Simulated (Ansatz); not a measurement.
Here is the system:

Al (fcc (Cu type), Fm-3m), a = b = c = 3.9920 Å, α = β = γ = 90.00°; the cell used has 1 atom.

This is the r²SCAN-relaxed structure.

Task: All from r²SCAN in the plane-wave PAW code Ansatz, unless another level is named. Estimate the Young's modulus.

Result: 109 GPa.

Task: Predict the elastic constants (relaxed ions, GPa).

Result: C11 = 142, C12 = 68.2, C44 = 45.6.

Symmetry was held in the r²SCAN relaxation. As this level gives no gap, shear constants depend on the k-mesh and smearing (Fermi–Dirac, 0.1 eV here).

Potentials: the later of the program's two PAW sets.
